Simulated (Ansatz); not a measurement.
**Quasiparticle levels of BP (F-43m)**

Level of theory: Ansatz 0.2.0-dev, G0W0@PBE, plasmon-pole screening, soft PAW set, first generation.

Input files:

```json
{
 "crystal": {"lattice": [[0.0, 2.269, 2.269], [2.269, 0.0, 2.269], [2.269, 2.269, 0.0]], "atoms": [{"symbol": "B", "position": [0, 0, 0]}, {"symbol": "P", "position": [0.25, 0.25, 0.25]}]},
 "kpoints": {"mp_grid": {"grid": [8, 8, 8], "shift": [0, 0, 0]}},
 "hamiltonian": {"xc": "pbe", "pseudopotentials": {"kind": "paw"}},
 "scf": {"occupations": {"method": "fixed"}, "convergence": {"dr2_threshold": "1e-9 eV"}, "lower_state_search": "off"},
 "output": {"forces": false, "stress": false},
 "gw": {"n_empty_bands": 114, "ecut_chi": 113.3, "qp_bands": ["v1", "c1"], "qp_kpoints": [[0, 0, 0], [0, 0.5, 0.5], [0, 0, 0.5]], "ecutfock_ratio": 2}
}
```

The input is rewritten from the run's settings (development build, wave cutoff 420 eV).

Levels count from the highest filled Kohn-Sham level listed; ε_QP = ε_KS + Z(Σ − Vxc). VB is the top filled band, CB the lowest empty one. The wave cutoff came out at 420 eV.

| k | band | ε_KS (eV) | Σx − Vxc (eV) | Σc (eV) | Z | ε_QP (eV) |
| --- | --- | --- | --- | --- | --- | --- |
| Γ | VB | 0.00 | -1.53 | 1.02 | 0.79 | -0.41 |
| Γ | CB | 3.40 | 4.88 | -4.33 | 0.80 | 3.85 |
| L | VB | -1.76 | -2.37 | 1.71 | 0.79 | -2.27 |
| L | CB | 3.78 | 5.11 | -4.66 | 0.79 | 4.13 |
| X | VB | -4.11 | -3.34 | 2.51 | 0.78 | -4.75 |
| X | CB | 1.34 | 4.32 | -4.10 | 0.81 | 1.52 |

The gap (from Γ to X) opens from 1.34 eV to 1.92 eV.

Electronic (ion-clamped) dielectric constant on this mesh, from the head of the inverse dielectric matrix: 9.0.

Soft PAW datasets can miss an all-electron G0W0 gap by more than 5 %. Band sums or response are cut, so the gap isn't at its basis limit. The gap is read among the points solved; the crystal's band edges can lie elsewhere. Meshes this coarse can overestimate the dielectric constant by a tenth and more.
